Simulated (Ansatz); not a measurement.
# Computed properties of SiRh

SiRh:
```xyz
8
Lattice="4.5709 0.0000 0.0000 0.0000 4.5704 0.0000 -2.4325 0.0000 4.9681" Properties=species:S:1:pos:R:3 pbc="T T T"
Si     3.4589     2.9618     0.3246
Si    -1.3205     1.6086     4.6434
Si    -0.1042     0.6766     2.1594
Si     2.2426     3.8938     2.8086
Rh    -0.1199     2.9519     3.0501
Rh     2.2584     1.6185     1.9180
Rh     1.0421     0.6667     4.4020
Rh     1.0963     3.9037     0.5660
```

Space group P2_1/c (No. 14); conventional cell a = 4.571 Å, b = 4.570 Å, c = 5.532 Å, α = γ = 90.00°, β = 116.09°.

Method: plane-wave PAW PBEsol (Ansatz code). Structure relaxed to zero pressure with the same functional. Other levels are named where they apply.

**Cell and energy**

* **Volume per atom**: 12.97 Å³
* **Density**: 8.38 g/cm³
* **Formation energy from the elements (no fitted shifts)**: -892 meV/atom

**Electronic structure**

* **Electronic character**: metallic (no gap)
* **Density of states at the Fermi level**: 0.07 states/eV per atom (mean over ±0.08 eV)
* **Gap with spin–orbit coupling**: none (metallic)

**Mechanics**

- Bulk modulus (Birch–Murnaghan fit) = 197 GPa
- Pressure derivative B′ = 5.4

**Charges**

Bader charges: Si +0.87, Rh -0.87 e

The workflow started from a Materials Project entry (that database holds measured and hypothetical structures alike); the Crystallography Open Database files this formula in space group No. 14, but the cells were not matched. Its standing as an ambient phase is unchecked. The cell was relaxed with PBEsol under the symmetry of its start; whether a distortion lowers the energy is not shown. No spin polarisation was allowed. The references are the lowest solids computed at this level, not always the standard phases. Spin–orbit coupling is left out wherever it is not named.

Potentials: the later of the program's two PAW sets.
